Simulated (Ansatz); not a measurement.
# LaTl in the CsCl-type structure

Computed with Ansatz (plane waves, PAW, 420 eV cutoff): PBEsol, scalar-relativistic, no spin polarisation, Γ-centred 8×8×8 mesh, 0.05 eV Gaussian smearing; PAW files: Ansatz's generated set soft_2.

```yaml
crystal:
  lattice:
    - [3.91708, 0.00000, 0.00000]
    - [0.00000, 3.91708, 0.00000]
    - [0.00000, 0.00000, 3.91708]
  atoms:
    - { symbol: La, position: [0.00000, 0.00000, 0.00000] }
    - { symbol: Tl, position: [0.50000, 0.50000, 0.50000] }
```

The start was a prototype's sites filled with these elements; the Crystallography Open Database holds the compound in this structure.

Which orbitals carry the states at the Fermi level, and how many states are there?

Within 0.1 eV of it: La 5d 71 %, Tl 6p 21 % (shares among the projected shells). The Fermi level sits on a steep edge: the density of states is 3.0, 1.9 and 0.7 states/eV per cell at −0.1, 0 and +0.1 eV.

Density of states (tetrahedra, averaged over 0.4 eV; states/eV per cell of 2 atoms; energy in eV from the Fermi level):

| E (eV) | DOS |
| --- | --- |
| -6.45 | 1.4 |
| -6.05 | 2.1 |
| -5.65 | 0.3 |
| -5.25 | 0.1 |
| -4.85 | 0.0 |
| -4.45 | 0.0 |
| -4.05 | 0.0 |
| -3.65 | 0.0 |
| -3.25 | 0.0 |
| -2.85 | 0.1 |
| -2.45 | 0.4 |
| -2.05 | 1.0 |
| -1.65 | 2.1 |
| -1.25 | 1.7 |
| -0.85 | 1.2 |
| -0.45 | 1.6 |
| -0.05 | 2.3 |
| 0.35 | 1.1 |
| 0.75 | 3.9 |
| 1.15 | 3.9 |
| 1.55 | 11.0 |
| 1.95 | 17.8 |
| 2.35 | 5.3 |
| 2.75 | 2.3 |
| 3.15 | 2.5 |
| 3.55 | 2.1 |
| 3.95 | 1.5 |

Scalar-relativistic only: spin–orbit splittings of the heavy atoms' levels are missing.
